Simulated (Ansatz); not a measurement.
**Question.** Name crystals whose computed values (LDA in the plane-wave PAW code Ansatz) fall in these windows: Θ_D (K) 270 to 340; G_Hill (GPa) 48 to 66; B₀ by P(V) fit (GPa) 200 to 260.

**Answer.** 

```json
[
 {"crystal": "Pd, hcp (Mg type)", "Θ_D (K)": "293", "G_Hill (GPa)": "55.4", "B₀ by P(V) fit (GPa)": "224"},
 {"crystal": "Pd, dhcp (α-La type)", "Θ_D (K)": "300", "G_Hill (GPa)": "58.1", "B₀ by P(V) fit (GPa)": "226"},
 {"crystal": "CuPd, CsCl type", "Θ_D (K)": "320", "G_Hill (GPa)": "55.2", "B₀ by P(V) fit (GPa)": "206"}
]
```
Others may fit too.

Not the usual ambient phase: Pd, hcp (Mg type); Pd, dhcp (α-La type). Standing as an ambient phase not checked: CuPd, CsCl type. Began spin-polarised and lost the moments: Pd, hcp (Mg type); Pd, dhcp (α-La type). All cells were relaxed under the symmetry of their starts (and spin orders); stability against distortions was not tested throughout. Rows with no word on spin ran without spin polarisation. Spin–orbit coupling is left out wherever it is not named.

Potentials: the later of the program's two PAW sets.
